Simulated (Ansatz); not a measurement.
SrTiO3:
```cif
data_O3SrTi
_chemical_formula_sum 'Sr1 Ti1 O3'
_space_group_name_H-M_alt 'Pm-3m'
_space_group_IT_number 221
_space_group_name_Hall '-P 4 2 3'
_cell_length_a 3.89143
_cell_length_b 3.89143
_cell_length_c 3.89143
_cell_angle_alpha 90.000
_cell_angle_beta 90.000
_cell_angle_gamma 90.000
loop_
_atom_site_label
_atom_site_type_symbol
_atom_site_symmetry_multiplicity
_atom_site_Wyckoff_symbol
_atom_site_fract_x
_atom_site_fract_y
_atom_site_fract_z
_atom_site_occupancy
Sr1 Sr 1 a 0.00000 0.00000 0.00000 1
Ti1 Ti 1 b 0.50000 0.50000 0.50000 1
O1 O 3 c 0.00000 0.50000 0.50000 1
```

Relaxed with PBEsol. Independent-particle spectrum: no excitons, no local fields, no scissors shift; 0.1 eV broadening; ε₁ of the summed bands alone.

Question: Tabulate the dielectric function from DFT-PBEsol in the program Ansatz with PAW potentials.

Answer: 

| E (eV) | ε₁ xx | ε₂ xx |
|---|---|---|
| 0.0 | 6.26 | 0.00 |
| 0.4 | 6.30 | 0.00 |
| 0.8 | 6.41 | 0.00 |
| 1.2 | 6.63 | 0.00 |
| 1.6 | 7.00 | 0.00 |
| 2.0 | 7.74 | 0.00 |
| 2.4 | 9.09 | 1.08 |
| 2.8 | 8.98 | 3.36 |
| 3.2 | 8.65 | 4.13 |
| 3.6 | 7.99 | 5.21 |
| 4.0 | 7.45 | 6.38 |
| 4.4 | 5.23 | 9.91 |
| 4.8 | 1.22 | 5.76 |
| 5.2 | 2.10 | 5.45 |
| 5.6 | 1.24 | 4.00 |
| 6.0 | 2.01 | 2.96 |
| 6.4 | 2.90 | 2.80 |
| 6.8 | 3.45 | 3.41 |
| 7.2 | 3.61 | 3.99 |
| 7.6 | 2.58 | 5.53 |
| 8.0 | 2.06 | 4.90 |
| 8.4 | 0.98 | 5.66 |
| 8.8 | -0.02 | 4.35 |
| 9.2 | 0.35 | 3.34 |
| 9.6 | 0.59 | 4.13 |
| 10.0 | -0.60 | 3.22 |
| 10.4 | -0.09 | 2.36 |
| 10.8 | 0.67 | 2.53 |
| 11.2 | 0.41 | 3.66 |
| 11.6 | -0.94 | 2.62 |
| 12.0 | -0.81 | 2.29 |

Question: From ε at 4.1 eV (xx: 7.35 + 6.88i), find n, k, the normal reflectivity and the absorption coefficient.

Answer: n = 2.95, k = 1.166, R = 30 %, α = 2kE/ħc = 480000 cm⁻¹.

With all bands, ε∞ without local fields is 6.46. DFPT, with local fields, gives 6.31.

The PBEsol relaxation kept the symmetry of its start. At this level the phase is dynamically unstable (imaginary phonons). The run is not spin-polarised. Scalar-relativistic: spin–orbit coupling is off unless named, which matters more the heavier the elements.

Potentials: the earlier of the program's two PAW sets.
